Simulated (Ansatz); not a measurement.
Calculated quadrupolar parameters for BN at a changed volume

The cell is an entry of the Crystallography Open Database (COD), relaxed with PBE at fixed cell and then changed (volume scaled by 1.06, ions relaxed).

```cif
data_structure
_symmetry_space_group_name_H-M 'P 1'
_symmetry_Int_Tables_number 1
_cell_length_a 2.5898
_cell_length_b 2.5898
_cell_length_c 6.7274
_cell_angle_alpha 90.000
_cell_angle_beta 90.000
_cell_angle_gamma 120.000
_cell_volume 39.08
loop_
_atom_site_label
_atom_site_type_symbol
_atom_site_fract_x
_atom_site_fract_y
_atom_site_fract_z
_atom_site_occupancy
B1 B 0.33333 0.66667 0.25000 1
B2 B 0.66667 0.33333 0.75000 1
N3 N 0.33333 0.66667 0.75000 1
N4 N 0.66667 0.33333 0.25000 1
```

Atom numbers follow the list; atoms alike are taken as one site, whose name carries the number of the first.

Method: Kohn–Sham DFT in Ansatz, PBE, plane waves and PAW, scalar-relativistic, 420 eV cutoff, Γ-centred 13×13×5 k-points, Fermi–Dirac smearing 0.02 eV.

Conventions: |V_zz| ≥ |V_yy| ≥ |V_xx|, η = (V_xx − V_yy)/V_zz, C_Q = eQV_zz/h.

¹⁰B: I = 3, Q = 84.59 mb; ¹⁴N: I = 1, Q = 20.44 mb. Nuclear quadrupole moments: year-2017 set (Pyykkö).

(1) Give the quadrupolar parameters of the distinct sites.

Results:

(1) 

```json
{"site": "B", "atoms (order as listed)": "1, 2", "first shell": "3 N at 1.50 Å", "V_xx, V_yy, V_zz (10²¹ V/m²)": "-1.32, -1.32, 2.63", "η": "0.00", "C_Q (MHz)": "5.39"}
{"site": "N", "atoms (order as listed)": "3, 4", "first shell": "3 B at 1.50 Å", "V_xx, V_yy, V_zz (10²¹ V/m²)": "0.67, 0.67, -1.34", "η": "0.00", "C_Q (MHz)": "-0.663"}
```

An axis of threefold or higher order runs through B and N, so V_zz lies along it and η is zero.

At this changed cell the PBE pressure is -18 GPa.
